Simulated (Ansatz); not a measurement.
Si₃Ge in space group P-4m2 (No. 115; Si on 2g, Si on 1a, Ge on 1c) at seven volumes, PBE (plane waves, PAW; program Ansatz), shape and atoms relaxed at each. One row is withheld.

| V (Å³/atom) | P (GPa) |
|---|---|
| 19.262 | 9.46 |
| 19.897 | ? |
| 20.532 | 2.66 |
| 21.167 | 0.00 |
| 21.802 | -2.26 |
| 22.437 | -4.17 |
| 23.072 | -5.78 |

Question: Fit the shown pressures and predict the withheld one.

Answer: P = (3/2)B₀(x^(7/2) − x^(5/2))[1 + (3/4)(B′ − 4)(x − 1)] with x = (V₀/V)^(2/3). Least squares on the six rows gives V₀ = 21.167 Å³/atom, B₀ = 81.3 GPa, B′ = 4.45. At V = 19.897, x = 1.0421 and P = 5.77 GPa. The run itself gave 5.79 GPa.

The start of the workflow was typed in or built on a structure type; neither database checked (COD, Materials Project) lists it. Whether it is the stable phase at ambient conditions was not checked. The cell was relaxed with PBE under the symmetry of its start; whether a distortion lowers the energy is not shown.

Potentials: the earlier of the program's two PAW sets.
